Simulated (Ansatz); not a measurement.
ReS$_{2}$:
```
ReS2
1.0
    5.49251     0.00000     0.00000
    0.00000     5.49251     0.00000
    0.00000     0.00000     3.61516
Re S
2 4
Cartesian
  0.00000   0.00000   0.00000
  2.74626   2.74626   1.80758
  1.66447   1.66447   0.00000
  4.41072   1.08179   1.80758
  1.08179   4.41072   1.80758
  3.82804   3.82804   0.00000
```

Relaxed with PBE. Special points in fractions of this cell's reciprocal vectors: Γ (0.000, 0.000, 0.000); X (0.000, 0.500, 0.000); M (0.500, 0.500, 0.000); Z (0.000, 0.000, 0.500); R (0.000, 0.500, 0.500); A (0.500, 0.500, 0.500).

Question: List the band energies nearest the Fermi level at these points for the program Ansatz at the PBE level (PAW).

Answer: In eV from the Fermi level; about four levels below and three above (degenerate sets whole), none deeper than 8.9 eV; points with the same levels are listed once.

```json
[
 {"k": "Γ", "below": "-1.11 -1.11 -0.99 -0.50 -0.50", "above": "0.00 1.70 2.19"},
 {"k": "X", "below": "-1.28 -1.28 -0.81 -0.81", "above": "0.08 0.08 0.89 0.89"},
 {"k": "M", "below": "-1.64 -1.64 -1.07 -1.07", "above": "1.83 1.83 3.07 3.07"},
 {"k": "Z", "below": "-2.54 -2.54 -0.20 -0.20", "above": "0.50 0.50 1.60 1.60"},
 {"k": "R", "below": "-1.57 -1.57 -0.09 -0.09", "above": "1.84 1.84 2.36 2.36"},
 {"k": "A", "below": "-1.35 -1.35 -0.13 -0.13", "above": "0.02 0.02 0.37 0.37"}
]
```

Space group P4_2/mnm (rutile). A made-up cell: these elements were put on the sites of a structure type; neither database checked (COD, Materials Project) lists it. Whether it is the stable phase at ambient conditions was not checked. Symmetry was held in the PBE relaxation; whether a distortion lowers the energy is not shown. No spin polarisation was allowed. Spin–orbit coupling is left out wherever it is not named.

Potentials: the later of the program's two PAW sets.
